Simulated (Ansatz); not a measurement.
A distorted cell of BN (h-BN type, space group P6_3/mmc):

```
CELL_PARAMETERS angstrom
      2.50580     0.00000     0.00000
     -1.25290     2.17009     0.00000
      0.00000     0.00000     6.61621
ATOMIC_POSITIONS crystal
  B  0.33333 0.66667 0.21493
  B  0.66667 0.33333 0.75000
  N  0.33333 0.66667 0.75000
  N  0.66667 0.33333 0.25000
```

All values below come from PBE-D3(BJ) (plane waves to 420 eV, PAW, scalar-relativistic; Ansatz, a first-principles code). k mesh 12×12×4 (Γ-centred), Fermi-Dirac smearing 0.05 eV. The energy includes the smearing's −TS. Stress and pressure are positive under compression. BN was relaxed with its symmetry unable to fall. The PAW data are Ansatz's earlier set.

Task: Predict the force on every atom, in eV/Å.

Result: 
```json
[
 {"atom": "B1", "Fx": "0.000", "Fy": "0.000", "Fz": "3.137"},
 {"atom": "B2", "Fx": "0.000", "Fy": "0.000", "Fz": "-0.217"},
 {"atom": "N3", "Fx": "0.000", "Fy": "0.000", "Fz": "0.171"},
 {"atom": "N4", "Fx": "0.000", "Fy": "0.000", "Fz": "-3.091"}
]
```

Task: What is the stress tensor (GPa)?

Result: 
```
  -0.69     0.00     0.00
   0.00    -0.69     0.00
   0.00     0.00    -3.69
```
The pressure, a third of the trace, is -1.69 GPa.

Task: In it atom 1 sits (0.000, 0.000, -0.232) Å away from its relaxed site. What is its energy relative to the relaxed cell?

Result: 362 meV/cell.

(For displaced atoms, the force is minus the slope of the energy, and its curvature is a force constant, which sets phonon frequencies.)
